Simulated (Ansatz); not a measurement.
Si:
```cif
data_Si2
_chemical_formula_sum 'Si2'
_space_group_name_H-M_alt 'P 1'
_space_group_IT_number 1
_cell_length_a 3.83371
_cell_length_b 3.83371
_cell_length_c 3.83371
_cell_angle_alpha 60.000
_cell_angle_beta 60.000
_cell_angle_gamma 60.000
loop_
_space_group_symop_operation_xyz
  'x, y, z'
loop_
_atom_site_label
_atom_site_type_symbol
_atom_site_fract_x
_atom_site_fract_y
_atom_site_fract_z
_atom_site_occupancy
Si1 Si 0.50000 0.50000 0.50000 1
Si2 Si 0.75000 0.75000 0.75000 1
```

Relaxed with the program Ansatz at the PBE+D3(BJ) level (PAW). Indices refer to the conventional cell of Fd-3m, a = b = c = 5.422 Å, α = β = γ = 90.00°.

Simulate the powder diffraction pattern (Fe Kα, λ = 1.93735 Å; lines above 1 %) up to 2θ = 90°.

Simulated powder pattern, Fe Kα, λ = 1.93735 Å (kinematic, ideal powder, no thermal factors, no anomalous dispersion; the 30 strongest lines at most, above 1 %, up to 2θ = 90°):

```tsv
2θ (°)	d (Å)	I/Imax (%)	hkl
36.05	3.130	100	(111)
60.71	1.917	64	(220)
72.68	1.635	38	(311)
```

The PBE+D3(BJ) relaxation kept the symmetry of its start.

Potentials: the later of the program's two PAW sets.
